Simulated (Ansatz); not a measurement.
CdSe:
```
CELL_PARAMETERS angstrom
      4.30100     0.00000     0.00000
     -2.15050     3.72478     0.00000
      0.00000     0.00000    21.06667
ATOMIC_POSITIONS crystal
  Cd 0.00000 0.00000 0.99977
  Cd 0.00000 0.00000 0.49977
  Cd 0.66667 0.33333 0.83316
  Cd 0.33333 0.66667 0.33316
  Cd 0.66667 0.33333 0.16654
  Cd 0.33333 0.66667 0.66654
  Se 0.00000 0.00000 0.87462
  Se 0.00000 0.00000 0.37462
  Se 0.66667 0.33333 0.70812
  Se 0.33333 0.66667 0.20812
  Se 0.66667 0.33333 0.04149
  Se 0.33333 0.66667 0.54149
```

Relaxed with PBEsol. Special points in fractions of this cell's reciprocal vectors: Γ (0.000, 0.000, 0.000); M (0.500, 0.000, 0.000); K (0.333, 0.333, 0.000); A (0.000, 0.000, 0.500); L (0.500, 0.000, 0.500); H (0.333, 0.333, 0.500).

Problem. List the band energies nearest the valence-band maximum at these points for the program Ansatz at the PBEsol with spin–orbit coupling level (PAW).

Solution. In eV from the valence-band maximum; about four levels below and three above (degenerate sets whole), none deeper than 8.9 eV; points with the same levels are listed once.

| k | below | above |
|---|---|---|
| Γ | -0.01 -0.01 0.00 0.00 | 0.38 0.38 1.70 1.70 |
| M | -1.09 -1.09 -0.83 -0.83 | 2.35 2.35 2.71 2.71 |
| K | -1.38 -1.38 -1.38 -1.38 | 3.64 3.65 3.65 3.65 3.65 |
| A | -0.06 -0.06 -0.06 -0.06 | 1.06 1.06 1.06 1.06 |
| L | -0.93 -0.93 -0.93 -0.93 | 2.44 2.44 2.44 2.44 |
| H | -1.43 -1.43 -1.43 -1.43 | 3.79 3.79 3.79 3.79 |

Space group P6_3mc. A made-up cell: these elements were put on the sites of a structure type. Its sites differ from those of the usual phase in this space group: another stacking or structure type. The cell was relaxed with PBEsol under the symmetry of its start; its stability against distortions is not shown here.

Potentials: the later of the program's two PAW sets.
